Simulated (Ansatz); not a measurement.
Si2W:
```xyz
6
Lattice="1.7011 -7.5811 0.0000 1.7011 7.5811 0.0000 0.0000 0.0000 3.3403" Properties=species:S:1:pos:R:3 pbc="T T T"
Si     1.7011    -6.6594     2.5052
Si     1.7011     6.6594     0.8351
Si     1.7011     3.8164     2.5052
Si     1.7011    -3.8164     0.8351
W      1.7011    -1.9277     2.5052
W      1.7011     1.9277     0.8351
```

Relaxed with LDA. Special points in fractions of this cell's reciprocal vectors: Γ (0.000, 0.000, 0.000); Y (-0.500, 0.500, 0.000); C0 (-0.263, 0.737, 0.000); Σ0 (0.263, 0.263, 0.000); Z (0.000, 0.000, 0.500); A0 (0.263, 0.263, 0.500); E0 (-0.263, 0.737, 0.500); T (-0.500, 0.500, 0.500); S (0.000, 0.500, 0.000); R (0.000, 0.500, 0.500).

Task: List the band energies nearest the Fermi level at these points for LDA in the plane-wave PAW code Ansatz.

Result: In eV from the Fermi level; about four levels below and three above (degenerate sets whole), none deeper than 8.9 eV; points with the same levels are listed once.

| k | below | above |
|---|---|---|
| Γ | -2.27 -1.84 -1.14 -0.95 | 0.17 0.28 0.80 |
| Y | -2.10 -1.18 -1.17 -0.52 | 0.09 0.36 1.07 |
| C0 | -2.74 -1.65 -1.51 -0.57 | 0.58 1.46 1.63 |
| Z | -2.29 -2.29 -1.64 -1.64 | 1.86 1.86 1.93 1.93 |
| A0 | -3.09 -3.09 -0.41 -0.41 | 1.01 1.01 1.84 1.84 |
| T | -2.30 -2.30 -2.00 -2.00 | 1.84 1.84 2.78 2.78 |
| S | -2.70 -1.64 -1.57 -0.71 | 0.65 1.51 1.66 |
| R | -3.11 -3.11 -0.31 -0.31 | 1.08 1.08 1.82 1.82 |

Space group Cmcm. A made-up cell: these elements were put on the sites of a structure type; neither database checked (COD, Materials Project) lists it. It is not the phase usual at ambient conditions (space group No. 139). The LDA relaxation kept the symmetry of its start; its stability against distortions is not shown here. No spin polarisation was allowed. Spin–orbit coupling is left out wherever it is not named.

Potentials: the later of the program's two PAW sets.
